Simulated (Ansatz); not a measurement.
A generator proposed this cell of BaO3.

```cif
data_structure
_symmetry_space_group_name_H-M 'P4/mmm'
_symmetry_Int_Tables_number 123
_cell_length_a 2.8480
_cell_length_b 2.8480
_cell_length_c 7.7015
_cell_angle_alpha 90.000
_cell_angle_beta 90.000
_cell_angle_gamma 90.000
_cell_volume 62.47
loop_
_atom_site_label
_atom_site_type_symbol
_atom_site_symmetry_multiplicity
_atom_site_Wyckoff_symbol
_atom_site_fract_x
_atom_site_fract_y
_atom_site_fract_z
_atom_site_occupancy
Ba1 Ba 1 a 0.00000 0.00000 0.00000 1
O1 O 1 b 0.00000 0.00000 0.50000 1
O2 O 2 h 0.50000 0.50000 0.22612 1
```

Level of theory: Ansatz 0.2.0, DFT PBE, scalar-relativistic, plane waves, PAW. Cutoff 420 eV; k points 6×6×2 on the computed 4-atom cell (Γ-centred); Gaussian smearing, width 0.10 eV; collinear spin from starting moments 0.0 1.0 1.0 1.0 μB.

Energies over the elements count from the elements' standard structures at the same level (O₂ as a molecule), with no fitted energy shifts.

Q: Estimate its pressure, forces and energy as it stands.

A: The pressure is 12.1 GPa (the mean over three directions, positive in compression), the largest force is 0.71 eV/Å, and the energy is +0.66 eV/atom against the elements. The shortest distance is 2.66 Å.

Q: How much does it gain on relaxing, and where does it end?

A: Relaxing gains about 1.6 eV/atom (the start's value is from the coarse mesh, so the gain is rough) in 46 ionic steps and ends at −0.97 eV/atom on the finer mesh. The symmetry stays P4/mmm (No. 123). The volume per atom grows by 38.3 %, from 15.6 to 21.6 Å³. The shortest distance goes from 2.66 Å (Ba–O) to 1.32 Å (O–O). The ratio c/a of the conventional cell changes by a factor of 0.38. Conventional cell: a = 4.374 Å, c = 4.517 Å. Ba has 2 O at 2.26 Å and 8 O at 3.16 Å; O on a site of symmetry 4/mmm has 2 Ba at 2.26 Å; O on a site of symmetry 4mm has 1 O at 1.32 Å.

The last run used collinear spin, a 10×10×10 mesh for its 4-atom cell and Gaussian smearing of 0.10 eV. Another magnetic order may lie lower. The relaxation can't lower the symmetry of the start. Symmetry constrained the relaxation, so the result can be a saddle point.
